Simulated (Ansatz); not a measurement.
LaGe in space group Cmcm (No. 63; La on 4c, La on 4c, Ge on 8f), the program Ansatz at the PBE level (PAW), all energies at zero smearing, with the estimated change up to a 700 eV cutoff added, with one set of potentials and settings (totals compare only within such a set). Cell of 8 atoms (4 La, 4 Ge): -42187.143 eV.

| element | reference phase | E (eV/atom) |
|---|---|---|
| La | P6_3/mmc, 4 atoms in the cell | -6250.0953 |
| Ge | Fd-3m, 2 atoms in the cell | -4294.9847 |

Formation energy per atom, worked out: (-42187.143 − 4×(-6250.0953) − 4×(-4294.9847))/8 = -0.853 eV/atom (-82 kJ per mol of atoms), at 0 K, without zero-point energy or fitted corrections.

The workflow started from a Materials Project entry (that database holds measured and hypothetical structures alike); the Crystallography Open Database files this formula in space group No. 63, but the cells were not matched. Whether it is the stable phase at ambient conditions was not checked. The PBE relaxation kept the symmetry of its start; its stability against distortions is not shown here. The references are the lowest solids computed at this level, not always the standard phases. Spin–orbit coupling is left out wherever it is not named.

Potentials: the later of the program's two PAW sets.
